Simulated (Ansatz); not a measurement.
SbSi31:
Space group I-43m (No. 217); a = 10.994 Å, b = 10.994 Å, c = 10.994 Å, α = 90.00°, β = 90.00°, γ = 90.00°

| atom | site | symmetry | x | y | z |
|---|---|---|---|---|---|
| Sb | 2a | -43m | 0.0000 | 0.0000 | 0.0000 |
| Si | 6b | -42.m | 0.0000 | 0.0000 | 0.5000 |
| Si | 24g | ..m | 0.1239 | 0.1239 | 0.6248 |
| Si | 8c | .3m | 0.1361 | 0.1361 | 0.1361 |
| Si | 24g | ..m | 0.2473 | 0.2473 | 0.4988 |
(The calculation used a cell of 32 atoms; values per cell refer to that cell.)

Relaxed with PBE.

Which orbitals make up the states near the Fermi level in the program Ansatz at the PBE level (PAW)?

Within 0.5 eV of the Fermi level: Si 3p 57 %, Si 3s 25 %, outside the projected shells 14 %. Projections are on Löwdin-orthogonalised atomic valence shells; empty p or d shells of many metals are not among them.

Tabulate the density of states.

States/eV per cell of 32 atoms, in 0.25 eV bins, energy from the Fermi level.

| E (eV) | total | Si 3p | Si 3s | Sb 5p |
|---|---|---|---|---|
| -7.85 | 10.38 | 4.75 | 5.21 | 0.13 |
| -7.60 | 20.23 | 11.04 | 8.60 | 0.33 |
| -7.35 | 13.58 | 7.19 | 5.93 | 0.27 |
| -7.10 | 11.21 | 6.10 | 4.75 | 0.22 |
| -6.85 | 8.65 | 4.65 | 3.70 | 0.18 |
| -6.60 | 7.17 | 3.93 | 2.99 | 0.15 |
| -6.35 | 5.17 | 2.75 | 2.23 | 0.10 |
| -6.10 | 6.49 | 3.68 | 2.57 | 0.14 |
| -5.85 | 4.67 | 2.63 | 1.86 | 0.10 |
| -5.60 | 5.01 | 2.93 | 1.88 | 0.11 |
| -5.35 | 3.71 | 2.46 | 1.09 | 0.11 |
| -5.10 | 10.13 | 8.37 | 1.19 | 0.46 |
| -4.85 | 20.55 | 17.23 | 2.16 | 0.94 |
| -4.60 | 16.67 | 14.41 | 1.32 | 0.76 |
| -4.35 | 15.32 | 13.16 | 1.42 | 0.56 |
| -4.10 | 20.78 | 18.07 | 1.75 | 0.73 |
| -3.85 | 19.78 | 17.69 | 1.18 | 0.72 |
| -3.60 | 23.32 | 21.24 | 1.19 | 0.66 |
| -3.35 | 25.10 | 22.68 | 1.42 | 0.71 |
| -3.10 | 21.65 | 19.97 | 0.79 | 0.64 |
| -2.85 | 19.72 | 18.32 | 0.60 | 0.56 |
| -2.60 | 21.40 | 19.65 | 0.83 | 0.61 |
| -2.35 | 19.23 | 17.92 | 0.48 | 0.55 |
| -2.10 | 17.12 | 15.89 | 0.39 | 0.57 |
| -1.85 | 10.15 | 9.39 | 0.23 | 0.34 |
| -1.60 | 7.61 | 7.04 | 0.14 | 0.26 |
| -1.35 | 4.70 | 4.34 | 0.07 | 0.16 |
| -1.10 | 2.29 | 2.11 | 0.02 | 0.09 |
| -0.85 | 0.07 | 0.07 | 0.00 | 0.00 |
| -0.60 | 0.00 | 0.00 | 0.00 | 0.00 |
| -0.35 | 0.72 | 0.40 | 0.18 | 0.01 |
| -0.10 | 3.36 | 1.88 | 0.90 | 0.08 |
| 0.15 | 7.13 | 4.04 | 1.79 | 0.15 |
| 0.40 | 9.29 | 5.29 | 2.29 | 0.18 |
| 0.65 | 13.81 | 7.69 | 3.52 | 0.33 |
| 0.90 | 16.34 | 8.97 | 4.32 | 0.46 |
| 1.15 | 22.48 | 12.50 | 5.98 | 0.62 |
| 1.40 | 24.59 | 13.73 | 6.32 | 0.61 |
| 1.65 | 21.62 | 12.64 | 4.87 | 0.59 |
| 1.90 | 17.58 | 10.52 | 3.48 | 0.50 |
| 2.15 | 21.41 | 13.05 | 3.24 | 0.61 |
| 2.40 | 30.34 | 20.66 | 2.96 | 0.72 |
| 2.65 | 27.35 | 17.13 | 3.38 | 0.53 |
| 2.90 | 26.58 | 16.41 | 3.41 | 0.42 |
| 3.15 | 19.29 | 12.17 | 1.86 | 0.35 |
| 3.40 | 19.55 | 11.62 | 2.09 | 0.35 |

The start of the workflow was typed in or built on a structure type; neither database checked (COD, Materials Project) lists it. Whether it is the stable phase at ambient conditions was not checked. Symmetry was held in the PBE relaxation; whether a distortion lowers the energy is not shown. Scalar-relativistic: spin–orbit coupling is off unless named, which matters more the heavier the elements.

Potentials: the later of the program's two PAW sets.
